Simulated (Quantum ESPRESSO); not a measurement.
# GeGaSiN2PO: input and log of a self-consistent run

Simulated, not a measurement. The program is pw.x of Quantum ESPRESSO 7.5 (plane-wave density functional theory). The cell is made up: 7 atoms on a wurtzite lattice with one site empty, with randomly drawn elements, strain and displacements, not relaxed. PseudoDojo standard norm-conserving files (v0.5 for PBE, v0.4.1 for LDA and PBEsol) set the functional; there is no spin polarisation, spin-orbit coupling or dispersion term, and the masses in the input are unused placeholders.

Input:

```
&control calculation='scf', pseudo_dir='./dojo.nc.sr.pbe.v0_5.standard.upf', outdir='./o', disk_io='medium', tprnfor=.true., tstress=.true. /
&system ibrav=0, nat=7, ntyp=6, nbnd=32, ecutwfc=84.00895049, nosym=.true., tot_charge=0,
 occupations='smearing', smearing='fd', degauss=0.0018374661
/
&electrons conv_thr=7.350e-09, electron_maxstep=60, /
ATOMIC_SPECIES
Ga 1.0 Ga.upf
Ge 1.0 Ge.upf
N 1.0 N.upf
O 1.0 O.upf
P 1.0 P.upf
Si 1.0 Si.upf
CELL_PARAMETERS angstrom
3.4049 -0.0245 -0.0212
-0.0425 5.8571 -0.0422
-0.0346 -0.0398 5.4766
ATOMIC_POSITIONS angstrom
Ge 0.0832 -0.006 -0.0266
Ga 1.7863 1.0003 2.781
Si -0.088 3.7822 2.6503
N 0.0607 -0.0409 1.9226
P 1.7454 3.0189 2.0314
N 1.7218 0.8443 4.6722
O 0.0508 3.8933 4.8417
K_POINTS automatic
5 4 4 1 1 1
```

The log is shortened where brackets say so; the opening notice, blank lines, dates and the lines on written files are dropped, and the path of the files is cut. It prints rydbergs, bohrs and kilobars, and counts compression as positive stress. With no partly filled state, the Fermi energy that it prints is only some level between the filled and the empty states on the mesh, and need not lie in the true gap.

```
     Program PWSCF v.7.5
     Parallel version (MPI & OpenMP), running on       1 processor cores
     Number of MPI processes:                 1
     Threads/MPI process:                     1
     [start-up lines left out]
     bravais-lattice index     =            0
     lattice parameter (alat)  =       6.4346  a.u.
     unit-cell volume          =     736.9395 (a.u.)^3
     number of atoms/cell      =            7
     number of atomic types    =            6
     number of electrons       =        52.00
     number of Kohn-Sham states=           32
     kinetic-energy cutoff     =      84.0090  Ry
     charge density cutoff     =     336.0358  Ry
     scf convergence threshold =      7.3E-09
     mixing beta               =       0.7000
     number of iterations used =            8  plain     mixing
     Exchange-correlation= PBE
                           (   1   4   3   4   0   0   0)
     [axes and pseudopotential details left out]
   Cartesian axes
     site n.     atom                  positions (alat units)
         1        Ge     tau(   1) = (   0.0244343  -0.0017621  -0.0078119  )
         2        Ga     tau(   2) = (   0.5246025   0.2937692   0.8167271  )
         3        Si     tau(   3) = (  -0.0258439   1.1107606   0.7783430  )
         4        N      tau(   4) = (   0.0178264  -0.0120116   0.5646313  )
         5        P      tau(   5) = (   0.5125910   0.8865938   0.5965838  )
         6        N      tau(   6) = (   0.5056601   0.2479549   1.3721368  )
         7        O      tau(   7) = (   0.0149190   1.1433886   1.4219157  )
     number of k points=    40  Fermi-Dirac smearing, width (Ry)=  0.0018
                       cart. coord. in units 2pi/alat
        k(    1) = (   0.1010280   0.0739709   0.0788941), wk =   0.0500000
        k(    2) = (   0.1020040   0.0750980   0.2343449), wk =   0.0500000
     [further k points left out]
     Dense  grid:    76665 G-vectors     FFT dimensions: (  40,  72,  64)
     Estimated max dynamical RAM per process >     103.46 MB
     Initial potential from superposition of free atoms
     starting charge      51.9957, renormalised to      52.0000
     Starting wfcs are   38 randomized atomic wfcs
     total cpu time spent up to now is       12.6 secs
     per-process dynamical memory:    75.8 Mb
     Self-consistent Calculation
     iteration #  1     ecut=    84.01 Ry     beta= 0.70
     Davidson diagonalization with overlap
     ethr =  1.00E-02,  avg # of iterations =  3.6
     total cpu time spent up to now is       32.6 secs
     total energy              =    -427.45714113 Ry
     estimated scf accuracy    <       1.54244825 Ry
     iteration #  2     ecut=    84.01 Ry     beta= 0.70
     Davidson diagonalization with overlap
     ethr =  2.97E-03,  avg # of iterations =  4.6
     total cpu time spent up to now is       53.8 secs
     total energy              =    -426.76427114 Ry
     estimated scf accuracy    <       7.41456561 Ry
     iteration #  3     ecut=    84.01 Ry     beta= 0.70
     Davidson diagonalization with overlap
     ethr =  2.97E-03,  avg # of iterations =  3.0
     total cpu time spent up to now is       70.8 secs
     total energy              =    -428.11663724 Ry
     estimated scf accuracy    <       0.95443158 Ry
     iteration #  4     ecut=    84.01 Ry     beta= 0.70
     Davidson diagonalization with overlap
     ethr =  1.84E-03,  avg # of iterations =  2.0
     total cpu time spent up to now is       85.5 secs
     total energy              =    -428.22055428 Ry
     estimated scf accuracy    <       0.10802245 Ry
     iteration #  5     ecut=    84.01 Ry     beta= 0.70
     Davidson diagonalization with overlap
     ethr =  2.08E-04,  avg # of iterations =  2.0
     total cpu time spent up to now is       99.9 secs
     total energy              =    -428.21298772 Ry
     estimated scf accuracy    <       0.05372643 Ry
     [iterations 6 to 8 left out]
     iteration #  9     ecut=    84.01 Ry     beta= 0.70
     Davidson diagonalization with overlap
     ethr =  9.03E-08,  avg # of iterations =  4.1
     total cpu time spent up to now is      173.9 secs
     total energy              =    -428.21805223 Ry
     estimated scf accuracy    <       0.00001810 Ry
     iteration # 10     ecut=    84.01 Ry     beta= 0.70
     Davidson diagonalization with overlap
     ethr =  3.48E-08,  avg # of iterations =  2.0
     total cpu time spent up to now is      189.4 secs
     total energy              =    -428.21805369 Ry
     estimated scf accuracy    <       0.00000376 Ry
     iteration # 11     ecut=    84.01 Ry     beta= 0.70
     Davidson diagonalization with overlap
     ethr =  7.24E-09,  avg # of iterations =  2.0
     total cpu time spent up to now is      204.4 secs
     total energy              =    -428.21805425 Ry
     estimated scf accuracy    <       0.00000011 Ry
     iteration # 12     ecut=    84.01 Ry     beta= 0.70
     Davidson diagonalization with overlap
     ethr =  2.17E-10,  avg # of iterations =  4.1
     total cpu time spent up to now is      223.3 secs
     total energy              =    -428.21805430 Ry
     estimated scf accuracy    <       0.00000005 Ry
     iteration # 13     ecut=    84.01 Ry     beta= 0.70
     Davidson diagonalization with overlap
     ethr =  9.39E-11,  avg # of iterations =  2.0
     total cpu time spent up to now is      240.0 secs
     End of self-consistent calculation
          k = 0.1010 0.0740 0.0789 (  9578 PWs)   bands (ev):
   -18.1062 -18.0638 -18.0496 -18.0411 -18.0042  -9.9709  -8.6059  -8.4592
    -8.2459  -8.0319  -7.9786  -7.9215  -6.5258  -6.1709  -1.0081  -0.2322
     1.8267   2.2054   2.5529   3.5838   4.0411   4.5867   5.0246   5.5770
     6.0858   6.3075   7.9290   8.5183   9.7505  10.3983  11.5116  12.1154
     [levels at the other k points left out]
     the Fermi energy is     6.8899 ev
!    total energy              =    -428.21805430 Ry
     estimated scf accuracy    <          7.0E-09 Ry
     smearing contrib. (-TS)   =      -0.00000001 Ry
     internal energy E=F+TS    =    -428.21805429 Ry
     The total energy is F=E-TS. E is the sum of the following terms:
     one-electron contribution =    -228.79344467 Ry
     hartree contribution      =     148.38950793 Ry
     xc contribution           =    -113.02384485 Ry
     ewald contribution        =    -234.79027270 Ry
     convergence has been achieved in  13 iterations
     Forces acting on atoms (cartesian axes, Ry/au):
     atom    1 type  2   force =    -0.00405230   -0.05857070   -0.07210427
     atom    2 type  1   force =    -0.00339194   -0.14180947    0.00837981
     atom    3 type  6   force =     0.25229927    0.30248478    0.25568711
     atom    4 type  3   force =    -0.00269184   -0.02482857    0.04227394
     atom    5 type  5   force =    -0.24108790   -0.12086281   -0.20985862
     atom    6 type  3   force =     0.00937995   -0.06091883    0.06560783
     atom    7 type  4   force =    -0.01045524    0.10450561   -0.08998580
     Total force =     0.629110     Total SCF correction =     0.000389
     Computing stress (Cartesian axis) and pressure
          total   stress  (Ry/bohr**3)                   (kbar)     P=      -28.33
   0.00061503   0.00045452   0.00038277           90.47       66.86       56.31
   0.00045452  -0.00018477   0.00018297           66.86      -27.18       26.92
   0.00038277   0.00018297  -0.00100803           56.31       26.92     -148.29
     init_run     :     12.15s CPU     12.32s WALL (       1 calls)
     electrons    :    219.41s CPU    227.43s WALL (       1 calls)
     forces       :      2.44s CPU      2.48s WALL (       1 calls)
     stress       :      9.43s CPU      9.52s WALL (       1 calls)
     [timing details left out]
     PWSCF        :   4m 3.77s CPU   4m12.19s WALL
     JOB DONE.
```

In other units: free energy -5826.203 eV for the cell, pressure -2.83 GPa, largest force component 7.777 eV/Å. A rerun of this cell at 1437 eV and a 7 x 6 x 6 mesh moved values by no more than 0.009 eV in energy, 0.07 GPa in stress and 0.018 eV/Å in force.